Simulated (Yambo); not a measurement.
Yambo run on CdOFH (space group P2_1, No. 4, within 0.06 Å of Pmn2_1). The wavefunctions are LDA (pw.x of Quantum ESPRESSO, ONCV potentials, scalar-relativistic) ones on a 4×2×2 mesh (34 occupied bands); a = 3.5344 Å, b = 4.8447 Å, c = 5.6280 Å, α = 90.00°, β = 90.08°, γ = 90.00°.

Yambo input:

```
rim_cut
gw0
dyson
el_el_corr
HF_and_locXC
ppa
em1d
RandQpts= 1000000
RandGvec= 1 Ry
EXXRLvcs= 102 Ry
VXCRLvcs= 408 Ry
Chimod= "HARTREE"
% BndsRnXp
 9 | 94 |
%
NGsBlkXp= 6 Ry
% LongDrXp
 1.0 | 1.0 | 1.0 |
%
PPAPntXp= 27.2114 eV
% GbndRnge
 1 | 94 |
%
GTermKind= "BG"
DysSolver= "n"
ExtendOut
% QPkrange
 1 | 1 | 34 | 35 |
 2 | 2 | 34 | 34 |
%
```

k points by index: 1 = Γ, 2 = (0, 0, -0.5).

Resulting energies as the program prints them:

```
#    K-point    Band    Eo [eV]    E [eV]    E-Eo [eV]    Vxc [eV]    Vnlxc [eV]    Sc|Eo [eV]    Sc|E [eV]    dSc/dw|Eo [eV]    Re(Z)    Im(Z)
#
    1    34    -0.046513    -1.013694    -0.967181    -21.08905    -26.75736    4.443488    4.701134    -7.247777    0.789668    -0.001326
    1    35    1.623776    2.977427    1.353651    -12.70670    -8.163819    -2.954767    -3.189234    -4.713025    0.852368    -0.946791E-3
    2    34    0.000000    -0.957001    -0.957001    -21.15984    -26.82780    4.455394    4.710961    -7.265750    0.789257    -0.001327
```
(The two width columns are left out.) Convergence of these settings isn't established.

Spin-orbit coupling is not included.

Geometry of the Materials Project entry, not relaxed at this level.

The structure is a Materials Project entry; no match was found in the copy of COD used, and its stability was not checked.
